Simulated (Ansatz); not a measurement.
# Structure relaxation, ScAl3

The start is a relaxed ScAl3 cell with every coordinate shifted by Gaussian noise of σ = 0.45 Å. A full variable-cell relaxation at zero pressure is run with PBEsol (plane waves to 420 eV, PAW, scalar-relativistic; Ansatz, a program for electronic structure). The first steps use a coarse 8×8×8 k-mesh.

Starting cell:
```
CELL_PARAMETERS angstrom
      4.07196     0.00000     0.00000
      0.00000     4.07196     0.00000
      0.00000     0.00000     4.07196
ATOMIC_POSITIONS crystal
  Al 0.97365 0.52398 0.37623
  Al 0.49855 0.65038 0.09388
  Al 0.53824 0.02959 0.61695
  Sc 0.07102 0.98620 0.86111
```

Question: How much energy is released per atom?

Answer: About 1.2 eV/atom.

Question: Does it find its way back to the structure it was made from?

Answer: The parent structure is recovered, Pm-3m (No. 221).

Question: How do the shortest distances between atoms change?

Answer: The closest pairs of elements (up to four, under 3.6 Å), start → end: Al–Sc 2.15 → 2.88 Å; Al–Al 2.31 → 2.88 Å.

Question: Is the relaxed structure metallic? Give its gap.

Answer: No gap (metallic).

Final values are on a 12×12×12 k-mesh of the relaxed cell. The start holds a very short contact (Al–Sc 2.15 Å). No spin polarisation in the result.
